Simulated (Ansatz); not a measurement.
# Elastic constants of BP (F-43m) under pressure

```
B P
1.0
     0.00000    2.26826    2.26826
     2.26826    0.00000    2.26826
     2.26826    2.26826    0.00000
B P
1 1
Direct
  0.00000 0.00000 0.00000
  0.75000 0.75000 0.75000
```

This is the zero-pressure cell. At each pressure cell and atoms are relaxed in this structure, and the constants are slopes of the stress at strains of ±0.005 with relaxed ions (the coefficients that govern stability under load). Level: r²SCAN, PAW on Ansatz 0.2.0's default frozen-core files (fitted under PBE), scalar-relativistic; k mesh 8×8×8, strains of ±0.005, fixed occupations, cutoff 500 eV. P is the pressure of the relaxed cell, less that of this one.

```
P (GPa)    V/V₀  C11 (GPa)  C12 (GPa)  C44 (GPa)
   0.00  1.0000      361.3       73.7      197.3
   0.98  0.9943      365.9       76.9      199.4
   1.99  0.9886      370.6       80.2      201.6
   4.03  0.9775      380.0       86.7      205.9
   6.97       ?          ?          ?          ?
   9.97  0.9481      406.4      105.6      217.4
  14.98  0.9263      427.5      121.2      226.1
```

Q: Does the bulk modulus from the constants agree with the pressure-volume curve?

A: A third-order Birch-Murnaghan fit to the volumes shown (F against f, f = [(V₀/V)^(2/3) − 1]/2) gives B₀ = 169.5 GPa and B′ = 3.7. Its −V dP/dV stands beside (C11 + 2C12)/3:

| P (GPa) | from P(V) | from the constants |
| --- | --- | --- |
| 0.00 | 169.5 | 169.5 |
| 0.98 | 173.2 | 173.2 |
| 1.99 | 176.9 | 177.0 |
| 4.03 | 184.4 | 184.5 |
| 9.97 | 205.9 | 205.8 |
| 14.98 | 223.5 | 223.3 |

Q: What are the pressure derivatives at zero pressure?

A: Slopes at V₀ of quadratic fits in −ln(V/V₀) through the first four rows shown, divided by B₀: dC11/dP = 4.8, dC12/dP = 3.3, dC44/dP = 2.2. The mean slopes up to 2.0 GPa are 4.7, 3.2, 2.2; curvature and scatter of the constants part the two. The combination (dC11/dP + 2 dC12/dP)/3 = 3.8 stands against B′.

Q: Fill the row at 6.97 GPa.

A: Cubic fits in −ln(V/V₀) through all rows shown give C11 = 393.3, C12 = 96.1, C44 = 211.8 GPa. Computed: V/V₀ = 0.9624, C11 (GPa) = 393.3, C12 (GPa) = 96.1, C44 (GPa) = 211.8.

Q: Does a shear stiffness soften?

A: C44 goes from 197.3 to 226.1 GPa; (C11 − C12)/2 goes from 143.8 to 153.1 GPa. Neither ends more than 3 % under its start, and the lattice stays mechanically stable over this range.

Known limits: no other phase was computed; many crystals of this kind change structure within this range, and rows or crossings beyond such a change describe a metastable lattice; frozen-core PAW files fitted under PBE, their cores solved anew for the functional of the run; constants at zero field, no piezoelectric stiffening; phonons weren't checked at these pressures.
